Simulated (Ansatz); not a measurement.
AlInSb₂ in space group R3m (No. 160; Al on 3a, In on 3a, Sb on 3a, Sb on 3a), PBEsol (plane waves, PAW; program Ansatz). The conduction-band minimum lies at Γ, with 1 equivalent valley. Second derivatives d²E/dk² of the lowest band at one valley (eV·Å²), along Cartesian directions:

```json
[
 {"direction": "[100]", "d²E/dk²": "268.6"},
 {"direction": "[010]", "d²E/dk²": "268.6"},
 {"direction": "[001]", "d²E/dk²": "148.8"},
 {"direction": "[110]", "d²E/dk²": "268.6"},
 {"direction": "[101]", "d²E/dk²": "209.0"},
 {"direction": "[011]", "d²E/dk²": "208.9"}
]
```

Question: Find the principal effective masses, the density-of-states mass and the conductivity mass.

Answer: Off-diagonal terms follow from H_xy = H[110] − (H_xx + H_yy)/2, and m*/mₑ = 7.620 eV·Å² over each eigenvalue: 0.028, 0.028, 0.051. One valley's DOS mass (m₁m₂m₃)^(1/3) = 0.035, conductivity mass 3/(Σ 1/mᵢ) = 0.033 mₑ.

Question: What effective density of states Nc follows at 300 K for parabolic valleys?

Answer: Nc = 2.509e19 × 1 × (0.035)^(3/2) ≈ 1.6e17 cm⁻³.

The first step of the workflow began from a Materials Project structure, measured or hypothetical; the Crystallography Open Database copy checked does not list it. With Al and In taken as one species the cell has the higher symmetry F-43m, so it may be an ordered model of a mixed-site phase. Whether it is the stable phase at ambient conditions was not checked. The PBEsol relaxation kept the symmetry of its start; of distortions, only those at the zone centre were tested. Spin–orbit coupling is left out wherever it is not named.

Potentials: the later of the program's two PAW sets.

Edges and masses are those of Kohn–Sham bands, whose gap is no quasiparticle gap.
